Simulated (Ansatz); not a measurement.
## Y$_{2}$SiClF: computed properties

Theory: Ansatz 0.2.0, DFT PBE, scalar-relativistic, plane waves, PAW.

Cutoff 420 eV; k points 12×12×4 on the computed 5-atom cell (Γ-centred); Gaussian smearing, width 0.10 eV; no spin polarisation.

The structure is relaxed at this level of theory with its symmetry kept, and needn't be the ground state of this composition.

Space group P3m1 (No. 156). a = 3.742 Å, b = 3.742 Å, c = 11.249 Å, α = 90.00°, β = 90.00°, γ = 120.00°
```json
{"atom": "Y", "site": "1a", "symmetry": "3m.", "x": "0.0000", "y": "0.0000", "z": "0.0082"}
{"atom": "Y", "site": "1b", "symmetry": "3m.", "x": "0.3333", "y": "0.6667", "z": "0.4527"}
{"atom": "Si", "site": "1a", "symmetry": "3m.", "x": "0.0000", "y": "0.0000", "z": "0.2738"}
{"atom": "Cl", "site": "1c", "symmetry": "3m.", "x": "0.6667", "y": "0.3333", "z": "0.5997"}
{"atom": "F", "site": "1a", "symmetry": "3m.", "x": "0.0000", "y": "0.0000", "z": "0.8321"}
```

Formation energy from the elements' standard states (uncorrected)?

-1.323 eV/atom.

Kohn–Sham band gap?

none (metal).

Density of states at the Fermi level?

2.7 states/eV per cell.

Orbital (Löwdin) character within 0.5 eV of the Fermi level?

Y 4d 59 %, Si 3p 24 %, Y 5s 9 %.

Bader charge by site (e)?

Y (1 in the cell) 0.98, Y (1 in the cell) 1.67, Si (1 in the cell) -1.19, Cl (1 in the cell) -0.72, F (1 in the cell) -0.74.

The cell holds layers, chains or molecules and no dispersion correction was added, so their binding is poorly described.

The cell was found from a structure generator's guess, not taken from experiment. Löwdin shares on free-atom orbitals overweight diffuse shells.
